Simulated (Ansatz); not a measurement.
According to DFT-r²SCAN in the program Ansatz with PAW potentials, O in the α-O2 structure (C2/m) relaxes to a = 4.686 Å, b = 3.452 Å, c = 4.300 Å, β = 116.6°.

The Kohn–Sham gap is 2.65 eV (indirect). The magnetic state found is antiferromagnetic.

The cell was relaxed with r²SCAN under the symmetry of its start, as lowered by the spin order. Spin order of the final state: antiferromagnetic, chosen from 5 collinear starts compared on coarse meshes (ties went to the first, and starts can fall back to one state), not a proven ground state. Textbook magnetic order: antiferromagnetic. The substance is a gas or liquid at ambient conditions; this is its low-temperature solid. Other orbital occupations within this spin state were not tried. No Hubbard U is applied. A crystal of weakly bound units computed without a dispersion correction: the cell and the soft elastic constants depend strongly on that.

Potentials: the earlier of the program's two PAW sets. The files were generated under PBE; for other functionals the program regenerates the frozen cores, and for LDA and PBEsol the local potential too.
